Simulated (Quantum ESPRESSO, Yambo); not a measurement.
Sr₂H₃I (space group P-3m1, No. 164). The geometry is that of Materials Project entry mp-1019269, symmetrised and not relaxed again. Chain: PBEsol (Quantum ESPRESSO, PseudoDojo norm-conserving, 72 Ry, no spin-orbit coupling); G0W0 in Yambo (3×3×2 Γ-centred k mesh, 214 bands and a 8 Ry block in the screening, 214 bands in G with the Bruneval-Gonze terminator, plasmon pole fitted at 27.2 eV); BSE (6×6×4 mesh, 5 valence and 11 conduction bands, static screening with 58 bands and a 3 Ry block, scissor 1.62 eV, Tamm-Dancoff).

```yaml
PBEsol gap (dense path): 1.89 eV
PBEsol gap A → K on the GW mesh: 1.99 eV
PBEsol smallest direct gap on the GW mesh, at A: 2.45 eV
G0W0 direct gap at that point: 4.07 eV
G0W0 correction to the gap A → K: 1.72 eV
lowest_exciton: no binding energy given (see below)
```

Rough cost of the Yambo steps against G0W0 for 4 states: BSE about 2×.

Nearest settings tried, and what they do to the gap: 163 bands in W, 163 bands in G: -12 meV; 6 Ry block (221 vectors against 337): -64 meV. Not varied: mesh. So the settings aren't converged at that level. The mesh misses a band edge: along a dense path the PBEsol gap is 1.89 eV against 1.99 eV on the mesh. The BSE states are vertical excitations (zero momentum); the indirect quasiparticle gap, about 3.61 eV, is smaller than the direct one (4.07 eV on the GW mesh). The lowest state covers only about 1 of the 144 k points, so the mesh doesn't resolve it: its energy and its distance from the direct gap are mesh artefacts. An extended exciton needs a far denser mesh. Axes are Cartesian, with cell vectors (Å) (4.24, 0.00, 0.00), (-2.12, 3.67, 0.00), (0.00, 0.00, 7.68).

Without spin-orbit coupling, band edges of such heavy elements can be off by tenths of an eV.

The structure is a Materials Project entry; no match was found in the copy of COD used, and its stability was not checked.
